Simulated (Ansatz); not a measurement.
LuAl2Ge2:
```cif
data_Al2Ge2Lu
_chemical_formula_sum 'Al2 Lu1 Ge2'
_space_group_name_H-M_alt 'P-3m1'
_space_group_IT_number 164
_space_group_name_Hall '-P 3 2"'
_cell_length_a 4.22579
_cell_length_b 4.22579
_cell_length_c 6.45481
_cell_angle_alpha 90.000
_cell_angle_beta 90.000
_cell_angle_gamma 120.000
loop_
_atom_site_label
_atom_site_type_symbol
_atom_site_symmetry_multiplicity
_atom_site_Wyckoff_symbol
_atom_site_fract_x
_atom_site_fract_y
_atom_site_fract_z
_atom_site_occupancy
Al1 Al 2 d 0.66667 0.33333 0.35201 1
Lu1 Lu 1 a 0.00000 0.00000 0.00000 1
Ge1 Ge 2 d 0.33333 0.66667 0.25321 1
```

Relaxed with r²SCAN.

**Question.** Which orbitals make up the states near the Fermi level in r²SCAN in the plane-wave PAW code Ansatz?

**Answer.** Within 0.5 eV of the Fermi level: Lu 5d 42 %, Al 3p 19 %, Al 3s 15 %, Ge 4p 13 %. Projections are on Löwdin-orthogonalised atomic valence shells; empty p or d shells of many metals are not among them.

**Question.** Tabulate the density of states.

**Answer.** States/eV per cell of 5 atoms, in 0.25 eV bins, energy from the Fermi level.

| E (eV) | total | Lu 4f | Ge 4p | Lu 5d |
|---|---|---|---|---|
| -7.85 | 0.00 | 0.00 | 0.00 | 0.00 |
| -7.60 | 0.00 | 0.00 | 0.00 | 0.00 |
| -7.35 | 0.13 | 0.00 | 0.06 | 0.01 |
| -7.10 | 1.51 | 0.01 | 0.71 | 0.15 |
| -6.85 | 2.17 | 0.03 | 1.00 | 0.21 |
| -6.60 | 2.02 | 0.08 | 0.90 | 0.20 |
| -6.35 | 2.18 | 0.34 | 0.84 | 0.19 |
| -6.10 | 6.57 | 4.59 | 0.92 | 0.19 |
| -5.85 | 51.12 | 49.76 | 0.64 | 0.13 |
| -5.60 | 2.07 | 0.65 | 0.64 | 0.15 |
| -5.35 | 1.94 | 0.23 | 0.77 | 0.17 |
| -5.10 | 1.39 | 0.07 | 0.59 | 0.11 |
| -4.85 | 1.36 | 0.04 | 0.61 | 0.10 |
| -4.60 | 1.51 | 0.03 | 0.70 | 0.10 |
| -4.35 | 1.93 | 0.02 | 0.92 | 0.15 |
| -4.10 | 2.53 | 0.02 | 1.23 | 0.23 |
| -3.85 | 3.06 | 0.02 | 1.51 | 0.32 |
| -3.60 | 2.41 | 0.01 | 1.20 | 0.29 |
| -3.35 | 2.98 | 0.01 | 1.50 | 0.43 |
| -3.10 | 2.77 | 0.01 | 1.46 | 0.42 |
| -2.85 | 2.75 | 0.01 | 1.47 | 0.50 |
| -2.60 | 2.57 | 0.01 | 1.44 | 0.52 |
| -2.35 | 2.62 | 0.01 | 1.54 | 0.54 |
| -2.10 | 2.48 | 0.01 | 1.50 | 0.56 |
| -1.85 | 1.64 | 0.01 | 1.04 | 0.32 |
| -1.60 | 1.03 | 0.00 | 0.66 | 0.19 |
| -1.35 | 0.74 | 0.00 | 0.39 | 0.17 |
| -1.10 | 0.75 | 0.00 | 0.29 | 0.20 |
| -0.85 | 0.86 | 0.00 | 0.24 | 0.27 |
| -0.60 | 0.82 | 0.00 | 0.16 | 0.30 |
| -0.35 | 0.91 | 0.00 | 0.14 | 0.36 |
| -0.10 | 1.26 | 0.00 | 0.18 | 0.51 |
| 0.15 | 1.49 | 0.00 | 0.20 | 0.65 |
| 0.40 | 1.66 | 0.00 | 0.17 | 0.70 |
| 0.65 | 1.46 | 0.00 | 0.17 | 0.55 |
| 0.90 | 3.17 | 0.00 | 0.43 | 1.10 |
| 1.15 | 2.67 | 0.00 | 0.30 | 0.86 |
| 1.40 | 3.50 | 0.00 | 0.41 | 1.06 |
| 1.65 | 3.31 | 0.00 | 0.36 | 1.11 |
| 1.90 | 3.17 | 0.00 | 0.33 | 1.12 |
| 2.15 | 3.91 | 0.00 | 0.40 | 1.49 |
| 2.40 | 3.66 | 0.00 | 0.39 | 1.40 |
| 2.65 | 3.99 | 0.00 | 0.45 | 1.57 |
| 2.90 | 3.57 | 0.00 | 0.42 | 1.45 |
| 3.15 | 4.78 | 0.00 | 0.51 | 2.23 |
| 3.40 | 4.75 | 0.00 | 0.60 | 2.28 |
| 3.65 | 3.71 | 0.00 | 0.60 | 1.54 |
| 3.90 | 3.33 | 0.00 | 0.59 | 0.95 |
| 4.15 | 2.40 | 0.00 | 0.39 | 0.53 |
| 4.40 | 2.18 | 0.00 | 0.29 | 0.49 |
| 4.65 | 2.21 | 0.00 | 0.31 | 0.48 |

The workflow started from an entry of the Crystallography Open Database (COD). Whether it is the stable phase at ambient conditions was not checked. Symmetry was held in the r²SCAN relaxation; whether a distortion lowers the energy is not shown. Scalar-relativistic: spin–orbit coupling is off unless named, which matters more the heavier the elements.

Potentials: the later of the program's two PAW sets.
